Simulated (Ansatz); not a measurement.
Starting cell, MoS2 (2H-MoS2 type, space group P6_3/mmc):

```
MoS2
1.0
    3.14944     0.00000     0.00000
   -1.57472     2.72750     0.00000
    0.00000     0.00000    12.09152
Mo S
2 4
Direct
  0.33333   0.66667   0.25000
  0.66667   0.33333   0.75000
  0.33333   0.66667   0.62050
  0.66667   0.33333   0.12050
  0.66667   0.33333   0.37950
  0.33333   0.66667   0.87950
```

In each cell atom 6 (S, nearest neighbour Mo at 2.400 Å; its periodic images, 3.1 Å or more away, move with it) moves by s·(0.577, 0.577, 0.577) (along Cartesian [111]), the rest being held.

The numbers are results of PBE-D3(BJ) (plane waves to 420 eV, PAW, scalar-relativistic; Ansatz, an electronic-structure program), not measurements. k mesh 10×10×3 (Γ-centred), Fermi-Dirac smearing 0.05 eV. E stands for the smeared free energy. Left out: 2 of 11 points, with atoms too close for the PAW data. MoS2 is run without spin polarisation. MoS2 was relaxed with its symmetry unable to fall. The PAW data are Ansatz's earlier set. The zero of ΔE is the undisplaced structure.

| s (Å) | ΔE (meV/cell) |
|---|---|
| -0.432 | 1868 |
| -0.288 | 704 |
| -0.144 | 150 |
| 0.000 | 0 |
| 0.144 | 111 |
| 0.288 | 385 |
| 0.432 | withheld |
| 0.576 | 1162 |
| 0.720 | 1576 |

Problem. Fit a polynomial form (powers 2, 3, 4) to the given rows and predict ΔE at s = 0.432.

Solution. Least squares on the 8 given rows: ΔE = (6446)·s² + (-6880)·s³ + (3000)·s⁴, in meV/cell with s in Å; root-mean-square residual 7.4 meV/cell. At 0.432 the fit gives 753 meV/cell; the calculation gives 752 meV/cell, so the interpolation is off by 1 (+0.1 %). The quadratic term alone would give 1203 meV/cell.

(A displaced cell: forces are minus the slopes of the energy, force constants its curvatures, and phonons follow from these.)
